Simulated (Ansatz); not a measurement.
A geometry of ZrS$_{2}$ away from equilibrium: step 3 of the relaxation of a relaxed ZrS2 cell with one S and one Zr atom exchanged in a cell of 3 atoms. These are PBE (plane waves to 420 eV, PAW, scalar-relativistic; Ansatz, a first-principles code) values and carry that method's errors. Γ-centred k-mesh 7×7×4 on the run's cell (coarser than for final values), Fermi–Dirac smearing 0.05 eV. The plane waves were selected for a different cell earlier on the path.

```yaml
crystal:
  lattice:
    - [3.61189, 0.00000, 0.00000]
    - [-1.80595, 3.12799, 0.00000]
    - [0.00000, 0.00000, 6.45189]
  atoms:
    - { symbol: S, position: [0.00000, 0.00000, 0.97248] }
    - { symbol: S, position: [0.33333, 0.66667, 0.27163] }
    - { symbol: Zr, position: [0.66667, 0.33333, 0.75589] }
```

Problem. Give the Cartesian forces on all atoms (eV/Å).

Solution. 
```json
[
 {"atom": "S1", "Fx": "0.00", "Fy": "0.00", "Fz": "-1.01"},
 {"atom": "S2", "Fx": "0.00", "Fy": "0.00", "Fz": "2.97"},
 {"atom": "Zr3", "Fx": "0.00", "Fy": "0.00", "Fz": "-1.96"}
]
```

The path ends in P-3m1 (No. 164) (CdI2 type). No spin polarisation in the result. Without a van der Waals term the distances between weakly bound units are poorly fixed.

The run could not lose the symmetry of its start.
